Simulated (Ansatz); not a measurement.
Relaxed-ion elastic tensor of CdS in space group P6_3mc (No. 186; Cd on 2a, Cd on 2b, S on 2a, S on 2b) in GPa (Voigt order), plane-wave PAW PBEsol (Ansatz code); density 4.86 g/cm³, 24.70 Å³ per atom.

```
86.4  52.9  44.4   0.0   0.0   0.0
52.9  86.4  44.4   0.0   0.0   0.0
44.4  44.4  95.7   0.0   0.0   0.0
 0.0   0.0   0.0  15.1   0.0   0.0
 0.0   0.0   0.0   0.0  15.1   0.0
 0.0   0.0   0.0   0.0   0.0  16.8
```

Is the crystal mechanically stable?

Yes: the smallest eigenvalue of C is 15.1 GPa.

Work out the Voigt, Reuss and Hill averages.

K_V = 61.3, K_R = 61.3, K_H = 61.3; G_V = 17.9, G_R = 17.2, G_H = 17.5 GPa.

Give Young's modulus, Poisson's ratio, Pugh's ratio and the universal anisotropy index.

E = 9KG/(3K + G) = 48.0 GPa; ν = 0.37; K/G = 3.50 (ductile by the Pugh limit of 1.75); A_U = 5G_V/G_R + K_V/K_R − 6 = 0.19.

Estimate the sound speeds and the Debye temperature.

v_l = √((K + 4G/3)/ρ) = 4180 m/s, v_t = √(G/ρ) = 1900 m/s, mean 2140 m/s; Θ = (h/k)(3n/4πV)^(1/3) v_m = 219 K.

Solve the Christoffel equation for the three sound speeds along x, y, z.

Eigenvalues of C_ijkl n_j n_l equal ρv² (piezoelectric stiffening left out). In km/s, slowest first: x 1.77, 1.86, 4.22; y 1.77, 1.86, 4.22; z 1.77, 1.77, 4.44.

How much does each axis shrink under pressure?

Linear compressibilities β_i = Σ_j S_ij (j = 1 to 3): x 5.5, y 5.5, z 5.4 per TPa.

A made-up cell: these elements were put on the sites of a structure type. Its sites differ from those of the usual phase in this space group: another stacking or structure type. The PBEsol relaxation kept the symmetry of its start; its stability against distortions is not shown here.

Potentials: the later of the program's two PAW sets.
